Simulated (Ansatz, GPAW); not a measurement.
Given: the input of a run of Ansatz 0.2.0 on NbTe. Atoms were shifted at random by some hundredths of an Å from the given cell, which wasn't relaxed again for these runs. The cell comes from a database or a generator and needn't be the stable form of this composition.

Contents of input.yaml:

```yaml
crystal:
  lattice:
    - [3.7029743866, 0.0, 0.0]
    - [-1.8514871933, 3.2068698884, 0.0]
    - [0.0, 0.0, 3.694211]
  atoms:
    - { symbol: Te, position: [0.665362, 0.329518, -0.005636] }
    - { symbol: Nb, position: [0.000673, -0.002715, 0.506854] }
hamiltonian:
  xc: pbesol
  pseudopotentials: { kind: paw }
kpoints:
  mp_grid: { grid: [8, 8, 7] }
scf:
  occupations: { method: fermi_dirac, width: 0.05 }
output:
  forces: true
  stress: true
  eigenvalues: true
```

Potentials or basis: Ansatz PAW.

Command:

```console
$ ansatz run input.yaml --threads 1 --pin off --max-ram 3584MiB --backend cpu --events-out ev --progress --plain --runs-dir out
```

Q: What does the same run look like in GPAW 26.7.0 (ASE script)? Potentials or basis there: PAW data sets generated for this functional, cutoff 600 eV.

A: As run (cutoffs and basis follow the program's own potentials, and thresholds, step limits or extra output files can differ):

run.py

```python
from ase import Atoms
from ase.dft.bandgap import bandgap
from ase.io import write
from ase.units import GPa
from gpaw import GPAW, PW, setup_paths

setup_paths.insert(0, '.')

atoms = Atoms(['Te', 'Nb'],
              cell=[[3.7029743866, 0.0, 0.0],
                    [-1.8514871933, 3.2068698884, 0.0],
                    [0.0, 0.0, 3.694211]],
              scaled_positions=[[0.665362, 0.329518, -0.005636],
                                [0.000673, -0.002715, 0.506854]],
              pbc=True)

calc = GPAW(mode=PW(600),
            xc='PBEsol',
            kpts={'size': (8, 8, 7), 'gamma': True},
            occupations={'name': 'fermi-dirac', 'width': 0.05},
            nbands=20,
            convergence={'density': 1e-05, 'energy': 1e-05},
            maxiter=150,
            txt='gpaw.txt')
atoms.calc = calc
energy = atoms.get_potential_energy()
forces = atoms.get_forces()
stress = atoms.get_stress()
calc.write('gs.gpw')
write('result.traj', atoms)
print(f'Energy: {energy:.6f} eV')
print('Forces (eV/A):')
print(forces.round(4))
print('Stress (GPa):', (stress / GPa).round(3))
print('Fermi level:', round(calc.get_fermi_level(), 4), 'eV')
print(f'Gap: {bandgap(calc)[0]:.4f} eV, direct: {bandgap(calc, direct=True)[0]:.4f} eV')
```

Potentials or basis: PAW data sets generated in the run's folder for this functional, pw.

Launch:

```console
$ gpaw-setup -f PBEsol Nb Te
$ OMP_NUM_THREADS=1 python run.py
```

Both were run:

|  | Ansatz | GPAW |
| --- | --- | --- |
| Pressure | -5.1 GPa | -6.0 GPa |
| Largest force | 0.429 eV/Å | 0.418 eV/Å |
| Energy over the undisturbed cell | 5.0 meV/atom | 4.9 meV/atom |

Ansatz's pressure holds a Pulay term of +0.03 GPa for its cutoff of 420 eV, which the other run lacks.

The potentials hold 29 and 19 valence electrons a cell.

Ansatz's potentials were made for PBE.

Where Ansatz's input types no cutoff or centring, it takes its own default and a Γ-centred mesh.

Pressure is positive in compression.
